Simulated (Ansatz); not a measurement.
Values for one crystal, relaxed and computed with r²SCAN (plane waves, PAW; program Ansatz); other levels are named.

| Item | Value |
|---|---|
| Volume per atom | 8.64 Å³ |
| Electronic character | metallic (no gap) |
| Density of states at the Fermi level | 0.16 states/eV per atom (mean over ±0.08 eV) |
| Bulk modulus (Birch–Murnaghan fit) | 225 GPa |
| Formation energy from the elements (no fitted shifts) | -0.25 eV/atom |
| Pressure derivative B′ | 5.8 |

Problem. Pick the material that matches.
A) CrN2, Pnnm (Cr on 2a, N on 4g)
B) HfN, CsCl type
C) Mn3PdN, anti-perovskite
D) Hf2N, anti-rutile

Solution. A, CrN2, Pnnm (Cr on 2a, N on 4g)

The workflow started from a Materials Project entry (that database holds measured and hypothetical structures alike); the Crystallography Open Database copy checked does not list it. Its standing as an ambient phase is unchecked. Symmetry was held in the r²SCAN relaxation; its stability against distortions is not shown here. The final state is ferromagnetic, chosen from 5 collinear starts compared on coarse meshes (ties went to the first, and starts can fall back to one state), not a proven ground state. Other orbital occupations within this spin state were not tried. No Hubbard U is applied. The references are the lowest solids computed at this level, not always the standard phases (solids in place of the gases).

Potentials: the later of the program's two PAW sets.
